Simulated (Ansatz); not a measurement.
VSi:
```xyz
4
Lattice="0.0000 3.0058 3.0058 3.0058 0.0000 3.0058 3.0058 3.0058 0.0000" Properties=species:S:1:pos:R:3 pbc="T T T"
V      0.0000     0.0000     0.0000
Si     1.5029     1.5029     1.5029
V      3.0058     3.0058     3.0058
Si     4.5087     4.5087     4.5087
```
The run is spin-polarised.

This is the r²SCAN-relaxed structure.

Task: All from DFT-r²SCAN in the program Ansatz with PAW potentials, unless another level is named. Give the magnetic order.

Result: antiferromagnetic.

Task: And the Bader charges?

Result: V +0.77, Si -0.77 e.

Space group Pm-3m (CsCl type). The cell is a constructed one: a structure type filled with these elements; neither database checked (COD, Materials Project) lists it. Whether it is the stable phase at ambient conditions was not checked. The cell was relaxed with r²SCAN under the symmetry of its start, as lowered by the spin order. At this level the phase is mechanically unstable. The final state is antiferromagnetic, chosen from 3 collinear starts compared on coarse meshes (ties went to the first, and starts can fall back to one state), not a proven ground state. Other orbital occupations within this spin state were not tried.

Potentials: the earlier of the program's two PAW sets.
